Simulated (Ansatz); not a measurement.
Consider the following.

LiCl:
Space group Fm-3m (No. 225); a = 5.1503 Å, b = 5.1503 Å, c = 5.1503 Å, α = 90.00°, β = 90.00°, γ = 90.00°

| atom | site | symmetry | x | y | z |
|---|---|---|---|---|---|
| Li | 4a | m-3m | 0.0000 | 0.0000 | 0.0000 |
| Cl | 4b | m-3m | 0.5000 | 0.5000 | 0.5000 |
(The calculation used a cell of 2 atoms; values per cell refer to that cell.)

This is the PBE-relaxed structure.

Problem. All from DFT-PBE in the program Ansatz with PAW potentials, unless another level is named. Estimate the Debye temperature from the elastic constants.

Solution. 402 K.

Problem. What about the highest zone-centre frequency (without LO–TO term)?

Solution. 167 cm⁻¹.

Problem. And the zero-point energy?

Solution. 33.6 meV/atom.

Symmetry was held in the PBE relaxation; phonons on a q-mesh show no instability.

Potentials: the later of the program's two PAW sets.
